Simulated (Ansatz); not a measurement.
CoPtO2 in space group R-3m (No. 166; Co on 3b, Pt on 3a, O on 6c) at seven volumes, plane-wave PAW r²SCAN (Ansatz code), shape and atoms relaxed at each. One row is withheld.

```json
[
 {"V (Å³/atom)": "9.306", "P (GPa)": "30.31"},
 {"V (Å³/atom)": "9.613", "P (GPa)": "18.40"},
 {"V (Å³/atom)": "9.920", "P (GPa)": "8.41"},
 {"V (Å³/atom)": "10.226", "P (GPa)": "0.00"},
 {"V (Å³/atom)": "10.533", "P (GPa)": "-7.04"},
 {"V (Å³/atom)": "10.840", "P (GPa)": "-12.93"},
 {"V (Å³/atom)": "11.147", "P (GPa)": "?"}
]
```

Problem. Fit the shown pressures and predict the withheld one.

Solution. P = (3/2)B₀(x^(7/2) − x^(5/2))[1 + (3/4)(B′ − 4)(x − 1)] with x = (V₀/V)^(2/3). Least squares on the six rows gives V₀ = 10.227 Å³/atom, B₀ = 256 GPa, B′ = 4.82. At V = 11.147, x = 0.9442 and P = -17.93 GPa. The run itself gave -17.86 GPa.

The cell was relaxed with r²SCAN under the symmetry of its start. The run is not spin-polarised. No Hubbard U is applied. Spin–orbit coupling is left out wherever it is not named.

Potentials: the later of the program's two PAW sets.
